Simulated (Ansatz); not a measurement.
The calculation used Ansatz, DFT PBE, scalar-relativistic, plane waves, PAW. Settings: cutoff 420 eV, Γ-centred meshes spaced at most about 0.3 Å⁻¹, and about 0.25 Å⁻¹ or finer for metals (2π included), Gaussian smearing. No spin polarisation in the final relaxations.

Temperature and zero-point effects are left out.

Two relaxed structures of GaP4:

A.

```cif
data_structure
_symmetry_space_group_name_H-M 'P6/mmm'
_symmetry_Int_Tables_number 191
_cell_length_a 4.5550
_cell_length_b 4.5550
_cell_length_c 4.8163
_cell_angle_alpha 90.000
_cell_angle_beta 90.000
_cell_angle_gamma 120.000
_cell_volume 86.54
loop_
_atom_site_label
_atom_site_type_symbol
_atom_site_symmetry_multiplicity
_atom_site_Wyckoff_symbol
_atom_site_fract_x
_atom_site_fract_y
_atom_site_fract_z
_atom_site_occupancy
Ga1 Ga 1 b 0.00000 0.00000 0.50000 1
P1 P 2 c 0.33333 0.66667 0.00000 1
P2 P 2 d 0.33333 0.66667 0.50000 1
```

B.

```cif
data_structure
_symmetry_space_group_name_H-M 'P4/mmm'
_symmetry_Int_Tables_number 123
_cell_length_a 5.7806
_cell_length_b 5.7806
_cell_length_c 2.4752
_cell_angle_alpha 90.000
_cell_angle_beta 90.000
_cell_angle_gamma 90.000
_cell_volume 82.71
loop_
_atom_site_label
_atom_site_type_symbol
_atom_site_symmetry_multiplicity
_atom_site_Wyckoff_symbol
_atom_site_fract_x
_atom_site_fract_y
_atom_site_fract_z
_atom_site_occupancy
Ga1 Ga 1 a 0.00000 0.00000 0.00000 1
P1 P 4 n 0.79541 0.50000 0.00000 1
```

**Question.** Which would you expect to be lower, and how large is the difference?

**Answer.** B is lower, by 155 meV/atom. A has space group P6/mmm (No. 191), 17.3 Å³/atom and no gap on its mesh; B has space group P4/mmm (No. 123), 16.5 Å³/atom and no gap. Counting P atoms around Ga (those within 1.25 times the shortest such distance or 1.15 times the sum of covalent radii; the shortest distance is added where it is long for a bond), A has Ga 6 and B has Ga 8 from 3.1 Å. A holds P–P chains (shortest 2.41 Å); B holds P–P bonds in all directions (shortest 2.37 Å). The denser one is the lower, and pressure would at first widen the difference. Even the lower one lies +0.24 eV/atom against the reference forms of the elements (uncorrected), so neither is stable at this level. In A, Ga has 6 P at 2.63 Å; P on its first site is surrounded by 2 P at 2.41 Å and 3 P at 2.63 Å; around P on its second site lie 2 P at 2.41 Å, 3 Ga at 2.63 Å and 3 P at 2.63 Å. In B, Ga has 2 Ga at 2.48 Å and 8 P at 3.12 Å; P has 5 P at 2.37–2.48 Å and 2 Ga at 3.12 Å. Both come from invented guesses. A third cell relaxed alike, in Cmmm, lies 40 meV/atom below the lower of the two.

In P6/mmm, P4/mmm an odd number of electrons in the primitive cell allows no gap without spin; a larger cell or a magnetic state could open one. A magnetic state wasn't ruled out in cells without spin, among them P6/mmm, P4/mmm. Cells relaxed within their symmetry can be saddle points.
